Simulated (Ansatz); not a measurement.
## LaGaH3: reading a single point

```yaml
crystal:
  lattice:
    - [2.75769, 1.59215, 4.45537]
    - [-2.75769, 1.59215, 4.45537]
    - [0.00000, -3.18430, 4.45537]
  atoms:
    - { symbol: Ga, position: [0.00000, 0.00000, 0.00000] }
    - { symbol: Ga, position: [0.50000, 0.50000, 0.50000] }
    - { symbol: H, position: [0.80480, 0.69520, 0.25000] }
    - { symbol: H, position: [0.25000, 0.80480, 0.69520] }
    - { symbol: H, position: [0.69520, 0.25000, 0.80480] }
    - { symbol: H, position: [0.19520, 0.30480, 0.75000] }
    - { symbol: H, position: [0.75000, 0.19520, 0.30480] }
    - { symbol: H, position: [0.30480, 0.75000, 0.19520] }
    - { symbol: La, position: [0.25000, 0.25000, 0.25000] }
    - { symbol: La, position: [0.75000, 0.75000, 0.75000] }
```

Method: r2SCAN, no spin polarisation; PAW, plane waves to 500 eV, 7×7×7 Γ-centred mesh, fermi-dirac occupations (width 0.1 eV) (Ansatz 0.2.0), atoms fixed.

Where is the largest force?

The largest is on H3 (and as large on other atoms): 0.09 eV/Å, components (-0.09, 0.00, 0.00). It makes 81° with the line to a nearest neighbour, Ga1 at 1.97 Å.

Is it stable against the elements?

-0.09 eV an atom against the elements' usual phases (free molecules for gases, crystals otherwise, with no correction for O₂ or N₂), so it is bound against them; other compounds may still compete. Relaxing would lower it.

Is there a gap?

It is a metal, with about 5.1 states/eV a cell as the mean within 0.25 eV of the Fermi level, mostly La d (65 %) and Ga p (18 %).

Describe some of the short contacts.

Ga–H at 1.97 Å: least valence density 0.37 e/Å³ and ELF 0.52 there. La–H at 2.46 Å: least valence density 0.21 e/Å³ and ELF 0.18 there. These are pseudo-fields; inside the PAW spheres they differ from the all-electron ones.

Origin: a known structure type with other elements, at an estimated volume, so it need not be a known compound. Caveats: f levels without a U or exact exchange are poorly placed.
